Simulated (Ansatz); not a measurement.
## Structure relaxation, ScF3

The start is a randomly generated symmetric cell of ScF3 (space group No. 166). The structure is fully relaxed (lattice and positions, P = 0) with PBE (plane waves to 420 eV, PAW, scalar-relativistic; Ansatz, a quantum-chemistry and plane-wave program). First-step values are on the input's coarse k-mesh.

Ansatz input (later rounds restart from its end on a renewed k-mesh):
Ansatz 0.2 input:
```yaml
crystal:
  lattice:
    - [4.5109936, 2.6044234, 0.9904996]
    - [-4.5109936, 2.6044234, 0.9904996]
    - [0, -5.2088467, 0.9904996]
  atoms:
    - { symbol: F, position: [0.5, 0.5, 0] }
    - { symbol: F, position: [0, 0.5, 0.5] }
    - { symbol: F, position: [0.5, 0, 0.5] }
    - { symbol: Sc, position: [0, 0, 0] }
basis: { ecutwfc: 420, ecutrho_ratio: 4, xc_grid: 2, fft_grid_basis: typed }
kpoints: { mp_grid: { grid: [8, 8, 8] } }
hamiltonian:
  xc: pbe
  dispersion: none
  pseudopotentials: { kind: paw }
scf: { occupations: { method: fermi_dirac, width: 0.05 } }
relax: { f_tol: 0.01, max_steps: 100, cell: { stress_tol: 0.02 } }
output: { forces: true, stress: true }
```

Question: What pressure does the first self-consistent step give?

Answer: -18.2 GPa (negative: the cell is under tension).

Question: Does the structure survive the relaxation? Give the final space group.

Answer: The space group goes from R-3m (No. 166) to Im-3m (No. 229); the end is AFLOW prototype A3B_cI8_229_b_a (as in H3S), with 4 atoms in the primitive cell.

Question: By how much does the energy per atom fall from start to end?

Answer: 1.41 eV/atom.

Question: How does the volume change?

Answer: -36.1 %, from 17.46 to 11.15 Å³/atom.

Question: Is the relaxed structure metallic? Give its gap.

Answer: 1.95 eV, direct within 0.03 eV (at Γ) (no spin-orbit coupling).

Question: Write out the relaxed structure.

Answer: 
```cif
data_F6Sc2
_chemical_formula_sum 'F6 Sc2'
_space_group_name_H-M_alt 'Im-3m'
_space_group_IT_number 229
_space_group_name_Hall '-I 4 2 3'
_cell_length_a 4.46808
_cell_length_b 4.46808
_cell_length_c 4.46808
_cell_angle_alpha 90.000
_cell_angle_beta 90.000
_cell_angle_gamma 90.000
loop_
_atom_site_label
_atom_site_type_symbol
_atom_site_symmetry_multiplicity
_atom_site_Wyckoff_symbol
_atom_site_fract_x
_atom_site_fract_y
_atom_site_fract_z
_atom_site_occupancy
F1 F 6 b 0.00000 0.00000 0.50000 1
Sc1 Sc 2 a 0.00000 0.00000 0.00000 1
```
(The calculation used a cell of 4 atoms; values per cell refer to that cell.)

Final values are on a 10×10×10 k-mesh of the relaxed cell. No spin polarisation in the result.

The run could not lose the symmetry of its start: the end is stationary, and may be a saddle point rather than a minimum.

All atoms sit on sites fixed by symmetry, so only the cell could relax.

The relaxed structure here is a generated cell of ScF3: the first start was made by a random draw of sites in a space group, and the end was not matched to a known phase here, so it may be hypothetical.
